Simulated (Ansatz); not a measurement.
**LaS₂, relaxed from a CdCl2-type start to space group Fm-3m (read at 0.02 Å)**

Computed with Ansatz (plane waves, PAW, 420 eV cutoff): PBEsol, scalar-relativistic, no spin polarisation, Γ-centred 8×8×8 mesh, 0.05 eV Gaussian smearing. The datasets are Ansatz's generated set soft_2.

```
La S
1.0
     2.37826    1.37309    3.88888
    -2.37826    1.37309    3.88888
     0.00000   -2.74618    3.88888
La S
1 2
Direct
  0.00000 0.00000 0.00000
  0.24986 0.24986 0.24986
  0.75014 0.75014 0.75014
```

The start was a prototype's sites filled with these elements. The Crystallography Open Database lists the compound in space group Pnma, so this is a trial structure.

The cell is relaxed to zero pressure at this level.

The cell has space group Fm-3m (read at 0.01 Å). In it the stress is 0.02, 0.02, -0.01, 0.00, 0.00, 0.00 GPa and the largest force component 0.001 eV/Å. Each change below starts from this cell, without further relaxation. Stress is in GPa, positive in compression, in the order xx, yy, zz, yz, xz, xy; energies are counted from the cell above and are free energies with the smearing's entropy, which match forces and stress in a metal.

Question: One atom was moved along a Cartesian axis, and these forces appeared. Which atom, and about how far?
```tsv
atom	Fx (eV/Å)	Fy	Fz
La1	0.000	0.000	0.633
S2	0.000	0.000	0.391
S3	0.000	0.000	-1.024
```

Answer: Atom 3 (S) is moved by 0.20 Å along z; the energy changes by 90.0 meV per cell.

Question: A single strain component, atoms carried along, gave the stress -1.57, -1.25, -0.88, 0.98, 0.00, 0.00. Which component, and about how large?

Answer: An engineering strain of 2 % in yy; the energy changes by 5.9 meV per cell.

Scalar-relativistic only: spin–orbit splittings of the heavy atoms' levels are missing. The cell is a metal with an odd number of electrons, and spin polarisation wasn't tried.
